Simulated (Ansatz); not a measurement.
ZrB: input, output and frames of a trajectory

The calculation used DFT PBEsol, scalar-relativistic, plane waves, PAW (Ansatz). Settings: plane waves to 420 eV, k-mesh 4×4×4 (shifted by 0.5, 0.5, 0.5 steps), Fermi–Dirac smearing 0.052 eV. The mesh is coarse. No spin polarisation.

16 atoms, starting at 1.01 times the perfect crystal's volume (space group Fm-3m); Langevin thermostat at 600 K (friction 0.02 fs⁻¹), fixed cell; 55 steps of 1.5 fs. The run is short and not equilibrated.

The calculation finished and met its thresholds.

The run took 7 min on 4 threads of AMD EPYC 7R43 64-Core Processor (Zen 3), on a shared host, peak memory 1.3 GiB.

Command:
```bash
ansatz run input.yaml --threads 4 --pin off --max-ram 9216MiB --backend cpu --events-out ev --progress --plain --runs-dir out
```

Input:
```yaml
crystal:
  lattice:
    - [-4.8783587298, 4.8783587298, 0.0]
    - [-4.8783587298, 0.0, 4.8783587298]
    - [0.0, 4.8783587298, 4.8783587298]
  atoms:
    - { symbol: Zr, position: [0.5, 0.5, 0.0] }
    - { symbol: Zr, position: [0.0, 0.5, 0.0] }
    - { symbol: Zr, position: [0.5, 0.0, 0.0] }
    - { symbol: Zr, position: [0.5, 0.5, 0.5] }
    - { symbol: Zr, position: [0.0, 0.0, 0.0] }
    - { symbol: Zr, position: [0.0, 0.5, 0.5] }
    - { symbol: Zr, position: [0.5, 0.0, 0.5] }
    - { symbol: Zr, position: [0.0, 0.0, 0.5] }
    - { symbol: B, position: [0.75, 0.75, 0.75] }
    - { symbol: B, position: [0.25, 0.75, 0.75] }
    - { symbol: B, position: [0.75, 0.25, 0.75] }
    - { symbol: B, position: [0.75, 0.75, 0.25] }
    - { symbol: B, position: [0.25, 0.25, 0.75] }
    - { symbol: B, position: [0.25, 0.75, 0.25] }
    - { symbol: B, position: [0.75, 0.25, 0.25] }
    - { symbol: B, position: [0.25, 0.25, 0.25] }
basis:
  ecutwfc: 420
kpoints:
  mp_grid: { grid: [4, 4, 4], shift: [0.5, 0.5, 0.5] }
hamiltonian:
  xc: pbesol
scf:
  occupations: { method: fermi_dirac, width: 0.0517 }
  lower_state_search: "off"
  convergence: { dr2_threshold: 1.0e-07 }
output:
  forces: true
  stress: true
md:
  timestep: 1.5
  n_steps: 55
  ensemble: nvt_langevin
  temperature: 600.0
  initial_velocities: maxwell_boltzmann
  seed: 46927
  friction: 0.02
```

Output (its end):
```
...
md step    55: t =    82.50 fs T =   467.3 K  F+E_penalty+E_count = -34255.96322543 eV  E_kin = 0.966404 eV  P_inst = 0.0671 GPa (7 SCF iters)
SCF converged after 7 iterations
Free energy (F): -34255.963225 eV
Harris-Foulkes:  -34255.963225 eV  (|F-HF|=1.66e-8)
Internal energy: -34255.877092 eV  (E = F + TS)
E sigma→0 (E₀):  -34255.920159 eV
Entropy (-TS):   -0.086133 eV (-5.383 meV/atom)
Fermi energy:    12.323409 eV
--- Per-component energies (eV) ---
  E_band       = -637.996323
  E_kinetic    = 3036.199104
  E_local      = -5085.966736  (includes V_loc(G=0)·N_el)
  E_nonlocal   = 748.113721
  E_hartree    = 1581.779594
  E_xc         = -1539.875167
  E_vxc        = -1828.021161  (∫ρ·V_xc dr)
  E_paw        = -23802.622593  (= ΣΔE_a)
  E_vpaw       = -671.880544  (= ΣTr[D̂ρ^β])
  E_aug_tail   = 0.000162  (compensation charges beyond the density's cutoff)
  E_ewald      = -9194.948627
  E_core_change = 1.443451  (= ΣΔE_core)
  E_smearing   = -0.086133  (= −TS)
  E_closure    = 0.000000  (closes the sum)
  Σ components = -34255.963225   (vs F -34255.963225, Δ=0.00e0)
--- Forces (eV/Å), atoms counted from 1 ---
  atom   1  Zr    -0.49724274     0.30802323     0.29040995
  atom   2  Zr    -0.66259960     1.43153542    -0.48281327
  atom   3  Zr    -0.57756067    -0.93235969    -0.70046123
  atom   4  Zr     0.40834080     0.45554338    -0.08762748
  atom   5  Zr    -0.63646135     0.96701668    -0.52846192
  atom   6  Zr    -0.05714152    -0.76717506     0.18035754
  atom   7  Zr     0.12407548    -0.58555818     0.05581644
  atom   8  Zr     0.89252807    -0.51203905     0.96100187
  atom   9  B      0.02286938    -0.04144615    -1.01180705
  atom  10  B      0.22425443    -0.32391759    -0.14063811
  atom  11  B     -0.12566653    -0.59048745    -0.26562395
  atom  12  B     -1.33279590     0.03634333    -0.06322310
  atom  13  B      1.07022872     0.22633341     0.94698769
  atom  14  B      1.19869144     0.43883421    -0.63809443
  atom  15  B     -0.18655571     0.07788198     0.30603131
  atom  16  B      0.13502731    -0.18853236     1.17817475
  max |Σ_I F_I| component: 2.90e-5 eV/Å
--- Stress (GPa, compression-positive) ---
        0.041192      -0.291713       0.030078
       -0.291713      -0.818897      -0.022162
        0.030078      -0.022163      -0.354555
  P = ⅓ Tr σ = -0.3774 GPa (-3.774 kbar)
--- MD trajectory: 55 steps, t = 0.0 → 82.5 fs ---
  final state: T = 467.3 K   F+E_penalty+E_count = -34255.96322543 eV   E_kin = 0.966404 eV
```

Frames along the run (Å, eV/Å; dE is the potential energy from the first frame):

```xyz
16
Lattice="-4.878 4.878 0.000 -4.878 0.000 4.878 0.000 4.878 4.878" Properties=species:S:1:pos:R:3:forces:R:3 pbc="T T T" time_fs=0.00 dE_eV=0.0000 T_K=562
Zr   -4.878    2.439    2.439    0.000    0.000    0.000
Zr   -2.439    0.000    2.439    0.000    0.000    0.000
Zr   -2.439    2.439    0.000    0.000    0.000    0.000
Zr   -4.878    4.878    4.878    0.000    0.000    0.000
Zr    0.000    0.000    0.000    0.000    0.000    0.000
Zr   -2.439    2.439    4.878    0.000    0.000    0.000
Zr   -2.439    4.878    2.439    0.000    0.000    0.000
Zr    0.000    2.439    2.439    0.000    0.000    0.000
B    -7.318    7.318    7.318    0.000    0.000    0.000
B    -4.878    4.878    7.318    0.000    0.000    0.000
B    -4.878    7.318    4.878    0.000    0.000    0.000
B    -7.318    4.878    4.878    0.000    0.000    0.000
B    -2.439    4.878    4.878    0.000    0.000    0.000
B    -4.878    2.439    4.878    0.000    0.000    0.000
B    -4.878    4.878    2.439    0.000    0.000    0.000
B    -2.439    2.439    2.439    0.000    0.000    0.000
16
Lattice="-4.878 4.878 0.000 -4.878 0.000 4.878 0.000 4.878 4.878" Properties=species:S:1:pos:R:3:forces:R:3 pbc="T T T" time_fs=6.00 dE_eV=0.1870 T_K=505
Zr   -4.889    2.453    2.424    0.050   -0.229    0.618
Zr   -2.434   -0.028    2.446   -0.248    0.379   -0.522
Zr   -2.419    2.457   -0.002   -0.514   -0.279    0.269
Zr   -4.875    4.878    4.876    0.006    0.014   -0.194
Zr    0.010    0.005    0.000   -0.040   -0.050   -0.133
Zr   -2.453    2.432    4.875   -0.112    0.020    0.265
Zr   -2.445    4.891    2.448   -0.137   -0.136   -0.514
Zr    0.007    2.447    2.462   -0.186   -0.099    0.002
B    -7.319    7.307    7.362   -0.133    0.030   -0.338
B    -4.918    4.899    7.249    0.360   -0.121    0.435
B    -4.933    7.327    4.967    0.471   -0.076   -0.684
B    -7.339    4.866    4.799    0.093    0.140    0.609
B    -2.376    4.872    4.811   -0.501    0.066    0.526
B    -4.925    2.423    4.909    0.486    0.143   -0.132
B    -4.915    4.853    2.436    0.357    0.286    0.025
B    -2.455    2.448    2.470    0.048   -0.088   -0.232
16
Lattice="-4.878 4.878 0.000 -4.878 0.000 4.878 0.000 4.878 4.878" Properties=species:S:1:pos:R:3:forces:R:3 pbc="T T T" time_fs=12.00 dE_eV=0.5931 T_K=350
Zr   -4.910    2.464    2.410    0.304   -0.558    1.187
Zr   -2.428   -0.049    2.449   -0.527    0.671   -0.952
Zr   -2.401    2.470   -0.009   -0.954   -0.445    0.700
Zr   -4.876    4.871    4.875    0.011    0.056   -0.494
Zr    0.010    0.008    0.001    0.044   -0.157   -0.237
Zr   -2.474    2.432    4.867   -0.076    0.004    0.526
Zr   -2.457    4.905    2.453   -0.237   -0.305   -0.755
Zr    0.006    2.446    2.476   -0.244   -0.155   -0.021
B    -7.310    7.304    7.420   -0.363    0.019   -0.839
B    -4.953    4.889    7.187    0.594   -0.077    0.858
B    -4.975    7.336    5.022    0.747   -0.150   -1.228
B    -7.355    4.864    4.735    0.116    0.223    1.139
B    -2.329    4.875    4.788   -0.932    0.033    0.704
B    -4.953    2.391    4.932    0.835    0.384   -0.231
B    -4.949    4.829    2.429    0.706    0.537    0.098
B    -2.461    2.449    2.495   -0.026   -0.081   -0.456
16
Lattice="-4.878 4.878 0.000 -4.878 0.000 4.878 0.000 4.878 4.878" Properties=species:S:1:pos:R:3:forces:R:3 pbc="T T T" time_fs=19.50 dE_eV=0.8825 T_K=223
Zr   -4.936    2.484    2.401    0.644   -1.039    1.298
Zr   -2.416   -0.077    2.445   -0.821    1.011   -1.067
Zr   -2.398    2.488   -0.011   -1.055   -0.651    1.145
Zr   -4.881    4.864    4.880    0.026    0.129   -0.725
Zr    0.003    0.003   -0.006    0.119   -0.116   -0.162
Zr   -2.498    2.438    4.861    0.083   -0.049    0.727
Zr   -2.480    4.922    2.457   -0.078   -0.536   -0.774
Zr   -0.009    2.440    2.486   -0.117   -0.177   -0.144
B    -7.306    7.301    7.481   -0.576   -0.011   -1.385
B    -4.970    4.883    7.154    0.610   -0.074    1.116
B    -5.000    7.313    5.017    0.826    0.017   -1.204
B    -7.351    4.882    4.709   -0.009    0.165    1.389
B    -2.322    4.878    4.791   -1.043    0.026    0.719
B    -4.950    2.389    4.923    0.786    0.370   -0.107
B    -4.956    4.801    2.449    0.821    0.837   -0.102
B    -2.451    2.420    2.519   -0.216    0.097   -0.725
16
Lattice="-4.878 4.878 0.000 -4.878 0.000 4.878 0.000 4.878 4.878" Properties=species:S:1:pos:R:3:forces:R:3 pbc="T T T" time_fs=25.50 dE_eV=0.7710 T_K=438
Zr   -4.954    2.492    2.400    0.890   -1.158    0.756
Zr   -2.414   -0.099    2.436   -0.760    1.240   -0.655
Zr   -2.404    2.492   -0.010   -0.948   -0.750    1.186
Zr   -4.876    4.858    4.888   -0.064    0.152   -0.522
Zr    0.009   -0.010   -0.011   -0.070    0.005   -0.043
Zr   -2.514    2.447    4.855    0.289   -0.133    0.788
Zr   -2.492    4.932    2.455    0.210   -0.696   -0.591
Zr   -0.018    2.435    2.480    0.118   -0.207   -0.305
B    -7.311    7.305    7.494   -0.618   -0.064   -1.543
B    -4.955    4.870    7.200    0.479   -0.008    0.734
B    -5.008    7.267    4.938    0.790    0.346   -0.388
B    -7.335    4.886    4.746   -0.115    0.112    1.101
B    -2.349    4.894    4.817   -0.785   -0.073    0.577
B    -4.938    2.404    4.878    0.584    0.216    0.173
B    -4.931    4.811    2.479    0.595    0.685   -0.407
B    -2.405    2.375    2.527   -0.596    0.331   -0.860
16
Lattice="-4.878 4.878 0.000 -4.878 0.000 4.878 0.000 4.878 4.878" Properties=species:S:1:pos:R:3:forces:R:3 pbc="T T T" time_fs=31.50 dE_eV=0.6621 T_K=462
Zr   -4.970    2.494    2.403    1.128   -1.154    0.240
Zr   -2.407   -0.114    2.433   -0.631    1.289   -0.131
Zr   -2.407    2.490   -0.007   -0.786   -0.754    0.798
Zr   -4.873    4.851    4.894   -0.096    0.122   -0.181
Zr    0.011   -0.027   -0.021   -0.108    0.142    0.213
Zr   -2.521    2.447    4.852    0.476   -0.157    0.698
Zr   -2.502    4.942    2.450    0.647   -0.952   -0.310
Zr   -0.019    2.431    2.473    0.335   -0.231   -0.588
B    -7.311    7.287    7.450   -0.606    0.137   -1.179
B    -4.874    4.848    7.283   -0.031    0.147    0.079
B    -5.009    7.225    4.849    0.698    0.628    0.392
B    -7.329    4.881    4.827   -0.086    0.039    0.543
B    -2.362    4.921    4.857   -0.636   -0.281    0.297
B    -4.911    2.412    4.832    0.229    0.151    0.429
B    -4.903    4.840    2.497    0.319    0.312   -0.559
B    -2.366    2.332    2.509   -0.853    0.564   -0.742
16
Lattice="-4.878 4.878 0.000 -4.878 0.000 4.878 0.000 4.878 4.878" Properties=species:S:1:pos:R:3:forces:R:3 pbc="T T T" time_fs=37.50 dE_eV=0.7553 T_K=515
Zr   -4.971    2.487    2.404    1.018   -1.008   -0.029
Zr   -2.404   -0.123    2.432   -0.341    1.096    0.125
Zr   -2.412    2.484   -0.008   -0.628   -0.700    0.241
Zr   -4.858    4.830    4.894   -0.242    0.455    0.064
Zr    0.020   -0.034   -0.027   -0.263    0.287    0.564
Zr   -2.526    2.453    4.855    0.633   -0.312    0.389
Zr   -2.504    4.959    2.445    0.875   -1.455   -0.049
Zr   -0.025    2.426    2.460    0.472   -0.274   -0.895
B    -7.346    7.247    7.352   -0.191    0.646   -0.442
B    -4.784    4.796    7.376   -0.600    0.518   -0.620
B    -5.025    7.218    4.769    0.710    0.597    1.018
B    -7.313    4.875    4.887   -0.054   -0.021    0.131
B    -2.383    4.927    4.890   -0.378   -0.323    0.046
B    -4.887    2.440    4.806   -0.124   -0.110    0.491
B    -4.891    4.885    2.493    0.141   -0.195   -0.544
B    -2.346    2.285    2.474   -1.028    0.797   -0.490
16
Lattice="-4.878 4.878 0.000 -4.878 0.000 4.878 0.000 4.878 4.878" Properties=species:S:1:pos:R:3:forces:R:3 pbc="T T T" time_fs=45.00 dE_eV=1.0245 T_K=319
Zr   -4.974    2.470    2.408    0.921   -0.790   -0.097
Zr   -2.386   -0.131    2.427   -0.350    1.021    0.377
Zr   -2.417    2.477   -0.012   -0.574   -0.751   -0.136
Zr   -4.841    4.811    4.881   -0.519    0.846    0.217
Zr    0.040   -0.043   -0.027   -0.633    0.473    0.901
Zr   -2.531    2.461    4.861    0.626   -0.553   -0.259
Zr   -2.504    4.981    2.428    0.889   -1.914    0.472
Zr   -0.030    2.425    2.438    0.225   -0.250   -0.778
B    -7.403    7.228    7.211    0.368    0.950    0.671
B    -4.721    4.774    7.451   -0.944    0.655   -1.144
B    -5.064    7.242    4.747    0.917    0.347    1.007
B    -7.307    4.846    4.951    0.096    0.116   -0.431
B    -2.424    4.916    4.934    0.036   -0.158   -0.424
B    -4.878    2.457    4.812   -0.376   -0.348    0.267
B    -4.896    4.914    2.471    0.210   -0.526   -0.356
B    -2.368    2.260    2.448   -0.895    0.883   -0.288
16
Lattice="-4.878 4.878 0.000 -4.878 0.000 4.878 0.000 4.878 4.878" Properties=species:S:1:pos:R:3:forces:R:3 pbc="T T T" time_fs=51.00 dE_eV=1.1625 T_K=403
Zr   -4.968    2.454    2.407    0.839   -0.577   -0.046
Zr   -2.375   -0.132    2.410   -0.612    1.123    0.683
Zr   -2.418    2.485   -0.012   -0.546   -0.926   -0.197
Zr   -4.831    4.808    4.877   -0.821    0.868    0.124
Zr    0.051   -0.044   -0.029   -0.925    0.514    1.030
Zr   -2.524    2.472    4.856    0.534   -0.780   -0.722
Zr   -2.498    4.986    2.419    0.717   -1.709    0.777
Zr   -0.035    2.432    2.423    0.063   -0.257   -0.415
B    -7.424    7.260    7.113    0.558    0.543    1.539
B    -4.716    4.794    7.474   -0.956    0.524   -1.325
B    -5.062    7.266    4.779    0.976    0.154    0.584
B    -7.331    4.839    4.986    0.421    0.176   -0.824
B    -2.466    4.890    4.955    0.416    0.165   -0.795
B    -4.873    2.436    4.830   -0.508   -0.178    0.025
B    -4.916    4.919    2.438    0.454   -0.540   -0.057
B    -2.405    2.258    2.462   -0.611    0.899   -0.379
16
Lattice="-4.878 4.878 0.000 -4.878 0.000 4.878 0.000 4.878 4.878" Properties=species:S:1:pos:R:3:forces:R:3 pbc="T T T" time_fs=57.00 dE_eV=1.2168 T_K=373
Zr   -4.948    2.433    2.406    0.586   -0.266   -0.022
Zr   -2.363   -0.131    2.400   -0.870    1.507    0.831
Zr   -2.415    2.496   -0.015   -0.635   -1.034   -0.190
Zr   -4.824    4.812    4.876   -1.249    0.804   -0.015
Zr    0.065   -0.048   -0.029   -1.032    0.627    0.821
Zr   -2.518    2.482    4.842    0.530   -0.941   -0.898
Zr   -2.488    4.989    2.413    0.552   -1.268    0.870
Zr   -0.039    2.441    2.412   -0.049   -0.269   -0.104
B    -7.434    7.333    7.059    0.629   -0.334    1.966
B    -4.729    4.828    7.457   -0.874    0.303   -1.130
B    -5.024    7.315    4.829    0.748   -0.197    0.063
B    -7.314    4.840    5.004    0.435    0.260   -1.053
B    -2.540    4.883    4.960    1.091    0.315   -0.991
B    -4.897    2.399    4.835   -0.289    0.088   -0.087
B    -4.925    4.916    2.400    0.630   -0.449    0.272
B    -2.452    2.267    2.458   -0.204    0.853   -0.334
16
Lattice="-4.878 4.878 0.000 -4.878 0.000 4.878 0.000 4.878 4.878" Properties=species:S:1:pos:R:3:forces:R:3 pbc="T T T" time_fs=63.00 dE_eV=1.1109 T_K=569
Zr   -4.916    2.419    2.404    0.120   -0.041    0.056
Zr   -2.351   -0.124    2.399   -1.081    1.842    0.659
Zr   -2.413    2.504   -0.014   -0.799   -1.001   -0.311
Zr   -4.833    4.817    4.874   -1.293    0.733   -0.137
Zr    0.069   -0.054   -0.022   -0.761    0.807    0.367
Zr   -2.504    2.489    4.825    0.438   -0.928   -0.456
Zr   -2.476    4.983    2.398    0.411   -0.958    0.881
Zr   -0.044    2.448    2.399   -0.069   -0.330    0.171
B    -7.449    7.389    7.096    0.729   -0.946    1.459
B    -4.758    4.856    7.426   -0.678    0.078   -0.817
B    -4.971    7.365    4.871    0.399   -0.587   -0.327
B    -7.243    4.865    4.984   -0.062    0.228   -1.007
B    -2.600    4.892    4.935    1.588    0.248   -0.838
B    -4.942    2.357    4.835    0.204    0.359   -0.132
B    -4.918    4.896    2.363    0.666   -0.249    0.551
B    -2.492    2.294    2.430    0.188    0.743   -0.120
16
Lattice="-4.878 4.878 0.000 -4.878 0.000 4.878 0.000 4.878 4.878" Properties=species:S:1:pos:R:3:forces:R:3 pbc="T T T" time_fs=70.50 dE_eV=0.9653 T_K=536
Zr   -4.885    2.412    2.405   -0.201    0.146    0.132
Zr   -2.341   -0.116    2.405   -1.128    1.853    0.143
Zr   -2.408    2.508   -0.011   -0.920   -0.902   -0.604
Zr   -4.850    4.826    4.859   -0.718    0.610   -0.145
Zr    0.084   -0.060   -0.012   -0.595    0.863   -0.346
Zr   -2.476    2.496    4.811    0.206   -0.850    0.041
Zr   -2.457    4.972    2.366    0.288   -0.841    0.931
Zr   -0.050    2.460    2.377    0.166   -0.432    0.481
B    -7.446    7.381    7.228    0.727   -0.771    0.389
B    -4.821    4.895    7.390   -0.229   -0.270   -0.567
B    -4.922    7.376    4.894    0.138   -0.666   -0.508
B    -7.161    4.907    4.935   -0.763    0.048   -0.830
B    -2.623    4.900    4.856    1.662    0.083   -0.289
B    -4.973    2.314    4.845    0.702    0.648   -0.215
B    -4.883    4.873    2.309    0.386   -0.056    0.925
B    -2.491    2.341    2.357    0.279    0.537    0.463
16
Lattice="-4.878 4.878 0.000 -4.878 0.000 4.878 0.000 4.878 4.878" Properties=species:S:1:pos:R:3:forces:R:3 pbc="T T T" time_fs=76.50 dE_eV=0.9046 T_K=524
Zr   -4.860    2.406    2.401   -0.316    0.294    0.221
Zr   -2.344   -0.109    2.407   -0.950    1.690   -0.228
Zr   -2.410    2.510   -0.015   -0.832   -0.971   -0.727
Zr   -4.862    4.832    4.847   -0.121    0.547   -0.092
Zr    0.094   -0.067   -0.015   -0.593    0.948   -0.515
Zr   -2.455    2.491    4.805    0.091   -0.842    0.164
Zr   -2.433    4.958    2.358    0.136   -0.752    0.580
Zr   -0.057    2.468    2.364    0.580   -0.491    0.705
B    -7.393    7.353    7.340    0.384   -0.430   -0.448
B    -4.846    4.912    7.361    0.039   -0.411   -0.455
B    -4.882    7.377    4.885   -0.079   -0.711   -0.412
B    -7.134    4.919    4.884   -1.112    0.062   -0.475
B    -2.609    4.869    4.765    1.429    0.184    0.314
B    -4.988    2.308    4.872    0.984    0.616   -0.397
B    -4.854    4.865    2.315    0.149    0.019    0.779
B    -2.476    2.392    2.290    0.211    0.250    0.986
16
Lattice="-4.878 4.878 0.000 -4.878 0.000 4.878 0.000 4.878 4.878" Properties=species:S:1:pos:R:3:forces:R:3 pbc="T T T" time_fs=82.50 dE_eV=0.9243 T_K=467
Zr   -4.828    2.402    2.395   -0.497    0.308    0.290
Zr   -2.351   -0.099    2.404   -0.663    1.432   -0.483
Zr   -2.426    2.509   -0.018   -0.578   -0.932   -0.700
Zr   -4.873    4.837    4.837    0.408    0.456   -0.088
Zr    0.104   -0.073   -0.023   -0.636    0.967   -0.528
Zr   -2.436    2.486    4.803   -0.057   -0.767    0.180
Zr   -2.412    4.945    2.353    0.124   -0.586    0.056
Zr   -0.060    2.469    2.353    0.893   -0.512    0.961
B    -7.325    7.320    7.408    0.023   -0.041   -1.012
B    -4.851    4.903    7.301    0.224   -0.324   -0.141
B    -4.871    7.359    4.870   -0.126   -0.590   -0.266
B    -7.129    4.931    4.823   -1.333    0.036   -0.063
B    -2.577    4.856    4.677    1.070    0.226    0.947
B    -5.010    2.317    4.905    1.199    0.439   -0.638
B    -4.811    4.857    2.357   -0.187    0.078    0.306
B    -2.457    2.472    2.261    0.135   -0.189    1.178
```